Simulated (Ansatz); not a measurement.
BeS (wurtzite, space group No. 186) at seven volumes, HSE06 (plane waves, PAW; program Ansatz), shape and atoms relaxed at each. One row is withheld.

| V (Å³/atom) | P (GPa) |
|---|---|
| 13.023 | 11.10 |
| 13.452 | 6.85 |
| 13.882 | 3.18 |
| 14.311 | 0.00 |
| 14.740 | ? |
| 15.170 | -5.15 |
| 15.599 | -7.23 |

Q: Fit the shown pressures and predict the withheld one.

A: P = (3/2)B₀(x^(7/2) − x^(5/2))[1 + (3/4)(B′ − 4)(x − 1)] with x = (V₀/V)^(2/3). Least squares on the six rows gives V₀ = 14.311 Å³/atom, B₀ = 98.6 GPa, B′ = 3.75. At V = 14.740, x = 0.9805 and P = -2.76 GPa. The run itself gave -2.76 GPa.

Space group P6_3mc (wurtzite). The cell is a constructed one: a structure type filled with these elements; neither database checked (COD, Materials Project) lists it. COD files the formula under space group No. 216, so this cell is another polymorph or a model. Whether it is the stable phase at ambient conditions was not checked. The cell was relaxed with HSE06 under the symmetry of its start; whether a distortion lowers the energy is not shown.

Potentials: the later of the program's two PAW sets.
